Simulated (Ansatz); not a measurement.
B:
```
B
1.0
    2.43818     1.40768     4.16647
   -2.43818     1.40768     4.16647
    0.00000    -2.81537     4.16647
B
12
Direct
  0.01062   0.65383   0.01062
  0.98938   0.34617   0.98938
  0.01062   0.01062   0.65383
  0.98938   0.98938   0.34617
  0.65383   0.01062   0.01062
  0.34617   0.98938   0.98938
  0.22159   0.62980   0.22159
  0.77841   0.37020   0.77841
  0.22159   0.22159   0.62980
  0.77841   0.77841   0.37020
  0.62980   0.22159   0.22159
  0.37020   0.77841   0.77841
```

Relaxed with PBEsol. Independent-particle spectrum: no excitons, no local fields, no scissors shift; 0.1 eV broadening; ε₁ of the summed bands alone.

**Question.** Tabulate the dielectric function from DFT-PBEsol in the program Ansatz with PAW potentials.

**Answer.** 

```tsv
E (eV)	ε₁ xx	ε₂ xx	ε₁ zz	ε₂ zz
0.0	10.81	0.00	8.20	0.00
0.4	10.88	0.00	8.23	0.00
0.8	11.07	0.00	8.33	0.00
1.2	11.42	0.00	8.52	0.00
1.6	11.97	0.00	8.80	0.00
2.0	12.87	0.02	9.23	0.00
2.4	14.43	0.09	9.95	0.02
2.8	17.29	1.44	11.40	0.32
3.2	20.06	5.46	12.32	2.36
3.6	17.08	10.63	12.14	3.60
4.0	14.95	15.36	11.69	4.07
4.4	10.63	11.97	12.64	8.23
4.8	11.19	14.99	9.14	9.85
5.2	5.90	17.54	9.69	9.35
5.6	2.98	15.10	8.02	8.69
6.0	1.89	14.00	6.17	10.30
6.4	-0.24	13.22	6.45	9.33
6.8	1.18	12.12	5.43	12.61
7.2	-1.75	13.13	1.71	9.79
7.6	-3.31	9.92	1.67	9.44
8.0	-2.26	7.71	1.96	8.06
8.4	-2.77	9.05	2.22	7.98
8.8	-3.69	7.63	2.57	9.41
9.2	-3.89	6.11	1.92	10.93
9.6	-3.21	5.20	-1.59	11.54
10.0	-3.15	4.63	-3.87	8.47
10.4	-2.78	4.08	-3.51	6.59
10.8	-2.49	3.93	-3.75	5.67
11.2	-2.32	3.71	-2.99	4.67
11.6	-2.22	3.92	-2.63	4.75
12.0	-2.75	3.27	-3.14	4.17
```

**Question.** From ε at 3.1 eV (xx: 19.29 + 3.94i), find n, k, the normal reflectivity and the absorption coefficient.

**Answer.** n = 4.41, k = 0.446, R = 40 %, α = 2kE/ħc = 140000 cm⁻¹.

With all bands, ε∞ without local fields is 10.9 (xx = yy), 8.30 (zz). DFPT, with local fields, gives 10.4 (xx = yy), 7.74 (zz).

Space group R-3m (α-B12). Symmetry was held in the PBEsol relaxation.

Potentials: the later of the program's two PAW sets.
